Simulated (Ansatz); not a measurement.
PbTe (rock salt)

```xyz
2
Lattice="0.0000 3.2847 3.2847 3.2847 0.0000 3.2847 3.2847 3.2847 0.0000" Properties=species:S:1:pos:R:3 pbc="T T T"
Te     0.0000     0.0000     0.0000
Pb     3.2847     3.2847     3.2847
```

The slice is a {110} plane (indices of the conventional cell) through the point (0.500, 0.500, 0.500) (fractional), spanned by u = [100] and v = [1 -1 -1] in vectors of this cell: u (4.65 Å) and v (6.57 Å, at 90° to u). It covers one period; positions are fractions (u, v).

Computed with PBE (plane waves to 420 eV, PAW, scalar-relativistic; Ansatz, an electronic-structure program). k mesh 9×9×9. Near the nuclei the fields are pseudised (PAW); where an atom keeps semicore shells as valence, they peak there. PbTe was relaxed with its symmetry unable to fall. Spin-orbit coupling is left out, though Pb and Te are heavy. The PAW data are Ansatz's earlier set.

Q: What is the ELF at the density minimum of the shortest Te–Pb line in this plane (3.28 Å)?

A: 0.3.

Q: What is the valence density on the shortest Te–Pb line in this plane (3.28 Å), at its minimum between the atoms?

A: 0.18 e/Å³.

Q: The ELF has a maximum in the middle third of the Te–Pb line. Where, and how high?

A: 0.66, 1.2 Å from Te.

Q: Sketch the valence electron density on this plane as a map.

A: 
| v \ u | 0.00 | 0.09 | 0.17 | 0.26 | 0.35 | 0.43 | 0.52 | 0.61 | 0.70 | 0.78 | 0.87 | 0.96 |
|---|---|---|---|---|---|---|---|---|---|---|---|---|
| 0.94 | 0.7 | 0.6 | 0.0 | -0.7 | -1.2 | -1.4 | -1.4 | -1.3 | -0.9 | -0.3 | 0.3 | 0.7 |
| 0.84 | -0.2 | -0.3 | -0.7 | -1.1 | -1.4 | -1.6 | -1.7 | -1.6 | -1.3 | -0.9 | -0.5 | -0.2 |
| 0.75 | -0.7 | -0.8 | -1.0 | -1.3 | -1.6 | -1.8 | -1.8 | -1.7 | -1.4 | -1.1 | -0.9 | -0.8 |
| 0.66 | -0.2 | -0.3 | -0.6 | -0.9 | -1.3 | -1.6 | -1.6 | -1.4 | -1.1 | -0.7 | -0.4 | -0.3 |
| 0.56 | 1.0 | 0.6 | -0.1 | -0.6 | -1.0 | -1.3 | -1.4 | -1.2 | -0.8 | -0.3 | 0.3 | 0.9 |
| 0.47 | 1.2 | 0.9 | 0.0 | -0.5 | -0.9 | -1.3 | -1.4 | -1.1 | -0.7 | -0.3 | 0.5 | 1.1 |
| 0.38 | 0.0 | -0.1 | -0.4 | -0.8 | -1.2 | -1.5 | -1.6 | -1.3 | -1.0 | -0.6 | -0.3 | 0.0 |
| 0.28 | -0.6 | -0.7 | -0.9 | -1.2 | -1.5 | -1.7 | -1.8 | -1.6 | -1.4 | -1.0 | -0.8 | -0.7 |
| 0.19 | -0.5 | -0.6 | -0.9 | -1.2 | -1.5 | -1.7 | -1.7 | -1.6 | -1.4 | -1.1 | -0.7 | -0.6 |
| 0.09 | 0.5 | 0.3 | -0.2 | -0.8 | -1.2 | -1.5 | -1.5 | -1.4 | -1.0 | -0.5 | 0.1 | 0.5 |
| 0.00 | 0.9 | 0.7 | 0.2 | -0.5 | -1.1 | -1.3 | -1.4 | -1.2 | -0.8 | -0.2 | 0.5 | 0.9 |

Values: log₁₀ of the valence density in e/Å³. The scale is logarithmic, as a density can span decades between atoms and voids.
